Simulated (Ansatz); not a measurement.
Ansatz (a program for electronic structure) input:

Ansatz 0.2 input:
```yaml
crystal:
  lattice:
    - [2.7208865718, 0.0, 0.0]
    - [-1.3604432859, 2.356356892, 0.0]
    - [0.0, 0.0, 4.29526649]
  atoms:
    - { symbol: Ru, position: [0.3333333333, 0.6666666667, 0.75] }
    - { symbol: Ru, position: [0.6666666667, 0.3333333333, 0.25] }
kpoints:
  mp_grid: { grid: [36, 36, 20] }
hamiltonian:
  xc: pbe
  pseudopotentials: { kind: paw }
scf:
  occupations: { method: fermi_dirac, width: 0.1 }
elastic: { mode: relaxed_ion, stencil: two_point, amplitude: 0.005, f_tol: 0.0005 }
```

Output (shortened):

```
Pseudopotential: Ru, paw, valence charge 16
Functional definition: PBE
Crystal: 2 atoms, lattice volume = 27.539 Å³
Basis set: ecut = 420 eV, 537 PW (Γ), exchange–correlation on 40×40×60 points (8 copies of the dense FFT grid, shifted against one another)
Bands: 20, of which v1, the nominal top of the filled ones, is band 16 counted from 1 (15 counted from 0)
Symmetry: 24 space group operations
Space group: P63/mmc (ITA 194), of the structure as read, at distance tolerance 3.0e-5 Å
k-points: 1397 of 25920
automatic band count: the SCF goes on with 24 bands, as 20 were too few: the levels above may hold too much charge
SCF 1 converged in 9 iterations: F = -11757.404741 eV  dr2 = 1.63e-14
Crystal: 2 atoms, lattice volume = 27.401 Å³
Bands: 24, of which v1, the nominal top of the filled ones, is band 16 counted from 1 (15 counted from 0)
Symmetry: 8 space group operations
k-points: 3773 of 25920
SCF 2 converged in 9 iterations: F = -11757.403311 eV  dr2 = 3.57e-14
relax step   1: F+E_penalty+E_count = -11757.40331058 eV  Δ(F+E_penalty+E_count) = +0.000e0 eV  max|allowed force component| = 1.294e-2 eV/Å  Δτ_max = 0.0000 Å  (9 SCF iters, accepted)
Crystal: 2 atoms, lattice volume = 27.401 Å³
SCF 3 converged in 7 iterations: F = -11757.403318 eV  dr2 = 6.32e-15
relax step   2: F+E_penalty+E_count = -11757.40331753 eV  Δ(F+E_penalty+E_count) = -6.952e-6 eV  max|allowed force component| = 8.420e-3 eV/Å  Δτ_max = 0.0015 Å  (7 SCF iters, accepted)
Crystal: 2 atoms, lattice volume = 27.401 Å³
SCF 4 converged in 6 iterations: F = -11757.403323 eV  dr2 = 5.65e-14
relax step   3: F+E_penalty+E_count = -11757.40332265 eV  Δ(F+E_penalty+E_count) = -5.118e-6 eV  max|allowed force component| = 5.647e-6 eV/Å  Δτ_max = 0.0006 Å  (6 SCF iters, accepted)
Crystal: 2 atoms, lattice volume = 27.401 Å³
SCF 5 converged in 10 iterations: F = -11757.403323 eV  dr2 = 0.0
Crystal: 2 atoms, lattice volume = 27.676 Å³
SCF 6 converged in 9 iterations: F = -11757.403712 eV  dr2 = 1.65e-14
relax step   1: F+E_penalty+E_count = -11757.40371198 eV  Δ(F+E_penalty+E_count) = +0.000e0 eV  max|allowed force component| = 1.233e-2 eV/Å  Δτ_max = 0.0000 Å  (9 SCF iters, accepted)
Crystal: 2 atoms, lattice volume = 27.676 Å³
SCF 7 converged in 7 iterations: F = -11757.403723 eV  dr2 = 3.56e-15
relax step   2: F+E_penalty+E_count = -11757.40372307 eV  Δ(F+E_penalty+E_count) = -1.109e-5 eV  max|allowed force component| = 1.239e-4 eV/Å  Δτ_max = 0.0009 Å  (7 SCF iters, accepted)
Crystal: 2 atoms, lattice volume = 27.676 Å³
SCF 8 converged in 12 iterations: F = -11757.403723 eV  dr2 = 0.0
Crystal: 2 atoms, lattice volume = 27.401 Å³
SCF 9 converged in 7 iterations: F = -11757.403412 eV  dr2 = 5.12e-15
Crystal: 2 atoms, lattice volume = 27.676 Å³
SCF 10 converged in 6 iterations: F = -11757.403329 eV  dr2 = 1.43e-14
Crystal: 2 atoms, lattice volume = 27.538 Å³
Symmetry: 4 space group operations
k-points: 6680 of 25920
SCF 11 converged in 9 iterations: F = -11757.404343 eV  dr2 = 1.87e-14
relax step   1: F+E_penalty+E_count = -11757.40434299 eV  Δ(F+E_penalty+E_count) = +0.000e0 eV  max|allowed force component| = 5.485e-4 eV/Å  Δτ_max = 0.0000 Å  (9 SCF iters, accepted)
Crystal: 2 atoms, lattice volume = 27.538 Å³
SCF 12 converged in 10 iterations: F = -11757.404343 eV  dr2 = 0.0
relax step   2: F+E_penalty+E_count = -11757.40434300 eV  Δ(F+E_penalty+E_count) = -1.243e-8 eV  max|allowed force component| = 3.599e-4 eV/Å  Δτ_max = 0.0001 Å  (10 SCF iters, accepted)
Crystal: 2 atoms, lattice volume = 27.538 Å³
SCF 13 converged in 12 iterations: F = -11757.404343 eV  dr2 = 1.77e-19
Crystal: 2 atoms, lattice volume = 27.538 Å³
SCF 14 converged in 9 iterations: F = -11757.404343 eV  dr2 = 1.87e-14
relax step   1: F+E_penalty+E_count = -11757.40434299 eV  Δ(F+E_penalty+E_count) = +0.000e0 eV  max|allowed force component| = 5.485e-4 eV/Å  Δτ_max = 0.0000 Å  (9 SCF iters, accepted)
Crystal: 2 atoms, lattice volume = 27.538 Å³
SCF 15 converged in 10 iterations: F = -11757.404343 eV  dr2 = 0.0
relax step   2: F+E_penalty+E_count = -11757.40434300 eV  Δ(F+E_penalty+E_count) = -1.243e-8 eV  max|allowed force component| = 3.599e-4 eV/Å  Δτ_max = 0.0001 Å  (10 SCF iters, accepted)
Crystal: 2 atoms, lattice volume = 27.538 Å³
SCF 16 converged in 12 iterations: F = -11757.404343 eV  dr2 = 1.73e-19
SCF converged after 9 iterations
Free energy (F): -11757.404741 eV
Harris-Foulkes:  -11757.404741 eV  (|F-HF|=1.82e-12)
Internal energy: -11757.349517 eV  (E = F + TS)
E sigma→0 (E₀):  -11757.377129 eV
Entropy (-TS):   -0.055224 eV (-27.612 meV/atom)
Fermi energy:    23.131570 eV
--- Per-component energies (eV) ---
  E_band       = -117.657764
  E_kinetic    = 1027.670679
  E_local      = -2544.881623  (includes V_loc(G=0)·N_el)
  E_nonlocal   = 685.820761
  E_hartree    = 817.567796
  E_xc         = -381.000469
  E_vxc        = -478.328008  (∫ρ·V_xc dr)
  E_paw        = -6921.296866  (= ΣΔE_a)
  E_vpaw       = -443.074786  (= ΣTr[D̂ρ^β])
  E_aug_tail   = -0.000378  (compensation charges beyond the density's cutoff)
  E_ewald      = -4441.229418
  E_smearing   = -0.055224  (= −TS)
  E_closure    = 0.000000  (closes the sum)
  Σ components = -11757.404741   (vs F -11757.404741, Δ=0.00e0)
--- Forces (eV/Å), atoms counted from 1 ---
  atom   1  Ru     0.00000000     0.00000000     0.00000000
  atom   2  Ru     0.00000000     0.00000000     0.00000000
  max |Σ_I F_I| component: 1.39e-17 eV/Å
--- Stress (GPa, compression-positive) ---
        0.210615       0.000000       0.000000
        0.000000       0.210615       0.000000
        0.000000       0.000000      -0.068691
  P = ⅓ Tr σ = 0.1175 GPa (1.175 kbar)
--- Band table (eV; the first three rows and the last of 1397) ---
  k-point 0: bands = ["-49.9866", "-49.7913", "-20.4529", "-19.5606", "-19.5606", "-19.3953", "-19.3953", "-19.3522", "15.2181", "17.0248", "20.5748", "20.5748", "20.7712", "21.2464", "21.2464", "21.7401", "21.7401", "24.2794", "24.2794", "24.4236", …
  k-point 1: bands = ["-49.9854", "-49.7925", "-20.4464", "-19.5596", "-19.5596", "-19.3963", "-19.3963", "-19.3594", "15.2461", "17.0341", "20.5551", "20.5551", "20.7570", "21.2294", "21.2294", "21.7817", "21.7817", "24.2817", "24.2817", "24.3244", …
  k-point 2: bands = ["-49.9819", "-49.7961", "-20.4271", "-19.5566", "-19.5566", "-19.3994", "-19.3994", "-19.3805", "15.3293", "17.0614", "20.5050", "20.5050", "20.7156", "21.1801", "21.1801", "21.8968", "21.8968", "24.0450", "24.2865", "24.2865", …
  k-point 1396: bands = ["-49.7779", "-49.7779", "-20.2212", "-20.2212", "-19.9666", "-19.9666", "-19.5412", "-19.5412", "18.5148", "18.5148", "19.0865", "19.0865", "20.4508", "20.4508", "21.9632", "21.9632", "24.3170", "24.3170", "31.4280", "31.4280", …
--- Elastic constants: 3 strain directions × 2 members + reference (group order 24) ---
  dense FFT box of the reference and of every strained cell: 20×20×30
  strains applied: 11, 33, 23; error gains …
  C = ∂σ_k/∂η_j (tension-positive GPa; Voigt order 11 22 33 23 13 12):
       566.673    181.117    168.721      0.000      0.000      0.000
       181.117    566.673    168.721      0.000      0.000      0.000
       168.394    168.394    637.355      0.000      0.000      0.000
         0.000      0.000      0.000    184.817      0.000      0.000
         0.000      0.000      0.000      0.000    184.817      0.000
         0.000      0.000      0.000      0.000      0.000    192.778
  reference stress σ⁰ (GPa):     -0.211     -0.211      0.069      0.000      0.000      0.000
  moduli (Voigt/Reuss/Hill, GPa): K = 311.91/311.35/311.63   G = 195.98/194.90/195.44   E = 484.94   ν = 0.241
  mechanically stable: yes (min eigenvalue of sym C = 184.82 GPa)
  harmonic check of the ions' relaxations: strain 23: 1 pair too noisy to judge …
  the stresses are not corrected for the forces that the relaxations left standing (`elastic.f_tol`)
  strain η (Voigt 11):  stress-route row diagonal C_11 = 566.67 GPa, energy-path curvature d²(F+E_count+ΔE)/dδ²/Ω₀ = 566.57 GPa
         δ    σ_11 (GPa)             F (eV)   n_scf  n_hpsi   n_pw
    -5.000e-3      -3.1116      -11757.4033226      10  1523068    555   relax 3 steps, max|allowed force component| 5.65e-6 eV/Å
     5.000e-3       2.5551      -11757.4037231      12  1701365    563   relax 2 steps, max|allowed force component| 1.24e-4 eV/Å
  strain η (Voigt 33):  stress-route row diagonal C_33 = 637.35 GPa, energy-path curvature d²(F+E_count+ΔE)/dδ²/Ω₀ = 637.33 GPa
         δ    σ_33 (GPa)             F (eV)   n_scf  n_hpsi   n_pw
    -5.000e-3      -3.1791      -11757.4034125       7  516033    554   relax 0 steps, max|allowed force component| 2.08e-17 eV/Å
     5.000e-3       3.1945      -11757.4033293       6  467158    559   relax 0 steps, max|allowed force component| 1.85e-17 eV/Å
  strain η (Voigt 23):  stress-route row diagonal C_44 = 184.82 GPa, energy-path curvature d²(F+E_count+ΔE)/dδ²/Ω₀ = 184.90 GPa
         δ    σ_23 (GPa)             F (eV)   n_scf  n_hpsi   n_pw
    -5.000e-3      -0.9241      -11757.4043430      12  3010437    555   relax 2 steps, max|allowed force component| 3.60e-4 eV/Å
     5.000e-3       0.9241      -11757.4043430      12  3010190    555   relax 2 steps, max|allowed force component| 3.60e-4 eV/Å
```

Cost: around 60 core-minutes (rough) on shared cores.

Space group P6_3/mmc (hcp (Mg type)). The PBE relaxation kept the symmetry of its start. The run is not spin-polarised. As this level gives no gap, shear constants depend on the k-mesh and smearing (Fermi–Dirac, 0.1 eV here). Axis ratios of metals converge slowly with the k-mesh, so a and c are less sure than the volume. Spin–orbit coupling is left out wherever it is not named.

Potentials: the later of the program's two PAW sets.

Ansatz is a plane-wave DFT program.
